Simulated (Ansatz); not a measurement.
Below is a relaxed structure of Be2Zn3Se5. The cell was found from a structure generator's guess, not taken from experiment.

Level of theory: Ansatz, DFT PBE, scalar-relativistic, plane waves, PAW. Cutoff 420 eV, Γ-centred mesh, Gaussian smearing, no spin polarisation.

```yaml
crystal:
  lattice:
    - [-1.93894, 1.93894, 13.93170]
    - [1.93894, -1.93894, 13.93170]
    - [1.93894, 1.93894, -13.93170]
  atoms:
    - { symbol: Be, position: [0.70563, 0.70563, 0.00000] }
    - { symbol: Be, position: [0.29437, 0.29437, 0.00000] }
    - { symbol: Zn, position: [0.89227, 0.89227, 0.00000] }
    - { symbol: Zn, position: [0.50000, 0.50000, 0.00000] }
    - { symbol: Zn, position: [0.10773, 0.10773, 0.00000] }
    - { symbol: Se, position: [0.25000, 0.75000, 0.50000] }
    - { symbol: Se, position: [0.83794, 0.33794, 0.50000] }
    - { symbol: Se, position: [0.44611, 0.94611, 0.50000] }
    - { symbol: Se, position: [0.05389, 0.55389, 0.50000] }
    - { symbol: Se, position: [0.66206, 0.16206, 0.50000] }
```

Formation energies are uncorrected and refer to the elements' standard structures at the same level.

Question: Find its symmetry and describe it.

Answer: I-4m2 (No. 119), with Be and Zn ordered on zinc blende sites. Conventional cell: a = 3.878 Å, c = 27.863 Å. Around Be lie 4 Se at 2.29–2.30 Å; Zn on a site of symmetry 2mm has 4 Se at 2.45–2.46 Å; around Zn on a site of symmetry -4m2 lie 4 Se at 2.45 Å; Se on a site of symmetry -4m2 has 4 Be at 2.30 Å; 2 more sites not described.

Question: How far does it lie from the elements in energy?

Answer: −0.716 eV/atom. A negative formation energy is needed for stability but isn't enough: competing phases decide.

Question: Is it a metal?

Answer: No, the gap on the 10×10×10 mesh is 1.87 eV.

The last run used a 10×10×10 mesh for its 10-atom cell and Gaussian smearing of 0.02 eV. Kohn–Sham gaps at this level usually fall short of measured ones. The reference form of Se is held partly by dispersion forces, which this level lacks. Symmetry constrained the relaxation, so the result can be a saddle point.
